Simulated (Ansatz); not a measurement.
GaN:
```xyz
4
Lattice="2.9672 0.0000 0.0000 -1.4836 2.5696 0.0000 0.0000 0.0000 5.0327" Properties=species:S:1:pos:R:3 pbc="T T T"
Ga     0.0000     0.0000     0.0000
Ga     0.0000     0.0000     2.5164
N      0.0000     1.7131     1.2582
N      1.4836     0.8565     3.7745
```

Relaxed with r²SCAN. Special points in fractions of this cell's reciprocal vectors: Γ (0.000, 0.000, 0.000); M (0.500, 0.000, 0.000); K (0.333, 0.333, 0.000); A (0.000, 0.000, 0.500); L (0.500, 0.000, 0.500); H (0.333, 0.333, 0.500).

List the band energies nearest the valence-band maximum at these points for DFT-r²SCAN in the program Ansatz with PAW potentials.

In eV from the valence-band maximum; about four levels below and three above (degenerate sets whole), none deeper than 8.9 eV; points with the same levels are listed once.

```json
[
 {"k": "Γ", "below": "-0.56 -0.56 -0.13 -0.13", "above": "2.13 5.19 10.19"},
 {"k": "M", "below": "-5.12 -2.95 -2.77 -0.27", "above": "4.19 5.62 5.78"},
 {"k": "K", "below": "-4.00 -4.00 -3.44 -3.44", "above": "1.90 8.32 9.91 9.91"},
 {"k": "A", "below": "-0.31 -0.31 -0.31 -0.31", "above": "4.91 4.91 10.07 10.07"},
 {"k": "L", "below": "-2.27 -2.27 -1.78 -1.78", "above": "3.56 3.56 8.66 8.66"},
 {"k": "H", "below": "-5.80 -5.80 -0.79 -0.79", "above": "6.01 6.01 6.34 6.34"}
]
```

Space group P6_3/mmc (NiAs type). A made-up cell: these elements were put on the sites of a structure type; the Crystallography Open Database copy checked does not list it. It is not the phase usual at ambient conditions (space group No. 186, 216). The r²SCAN relaxation kept the symmetry of its start; its stability against distortions is not shown here. Spin–orbit coupling is left out wherever it is not named.

Potentials: the later of the program's two PAW sets.
